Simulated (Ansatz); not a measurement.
Ni (fcc (Cu type)), relaxed and computed with several functionals in Ansatz (plane waves, PAW).

```json
[
 {"functional": "PBEsol", "a (Å)": "___", "B₀ by P(V) fit (GPa)": "___", "K_Hill (GPa)": "___", "G_Hill (GPa)": "___", "Θ_D (K)": "___", "spin order and moments (μB)": "___"},
 {"functional": "LDA", "a (Å)": "3.424", "B₀ by P(V) fit (GPa)": "255", "K_Hill (GPa)": "254", "G_Hill (GPa)": "114", "Θ_D (K)": "529", "spin order and moments (μB)": "ferromagnetic; net 0.61 per atom; largest site about 0.6"},
 {"functional": "PBE", "a (Å)": "3.519", "B₀ by P(V) fit (GPa)": "200", "K_Hill (GPa)": "199", "G_Hill (GPa)": "95.6", "Θ_D (K)": "490", "spin order and moments (μB)": "ferromagnetic; net 0.64 per atom; largest site about 0.7"},
 {"functional": "r²SCAN+D4", "a (Å)": "3.468", "B₀ by P(V) fit (GPa)": "223", "K_Hill (GPa)": "225", "G_Hill (GPa)": "111", "Θ_D (K)": "523", "spin order and moments (μB)": "ferromagnetic; net 0.74 per atom; largest site about 0.8"},
 {"functional": "PBE+D3(BJ)", "a (Å)": "3.478", "B₀ by P(V) fit (GPa)": "218", "K_Hill (GPa)": "219", "G_Hill (GPa)": "107", "Θ_D (K)": "515", "spin order and moments (μB)": "ferromagnetic; net 0.63 per atom; largest site about 0.7"},
 {"functional": "r²SCAN", "a (Å)": "3.479", "B₀ by P(V) fit (GPa)": "216", "K_Hill (GPa)": "218", "G_Hill (GPa)": "108", "Θ_D (K)": "517", "spin order and moments (μB)": "ferromagnetic; net 0.75 per atom; largest site about 0.8"}
]
```

### Question
Fill in the missing entries.

### Answer

- PBEsol, a (Å): 3.463
- PBEsol, B₀ by P(V) fit (GPa): 231
- PBEsol, K_Hill (GPa): 230
- PBEsol, G_Hill (GPa): 109
- PBEsol, Θ_D (K): 519
- PBEsol, spin order and moments (μB): ferromagnetic; net 0.63 per atom; largest site about 0.7

Spin orders computed, not proven ground states: Ni, fcc (Cu type) with PBEsol ferromagnetic; Ni, fcc (Cu type) with LDA ferromagnetic; Ni, fcc (Cu type) with PBE ferromagnetic; Ni, fcc (Cu type) with r²SCAN+D4 ferromagnetic; Ni, fcc (Cu type) with PBE+D3(BJ) ferromagnetic; Ni, fcc (Cu type) with r²SCAN ferromagnetic. All cells were relaxed under the symmetry of their starts (and spin orders); stability against distortions was not tested throughout.

Potentials: the later of the program's two PAW sets.

Ansatz (a first-principles code) is a plane-wave DFT program.
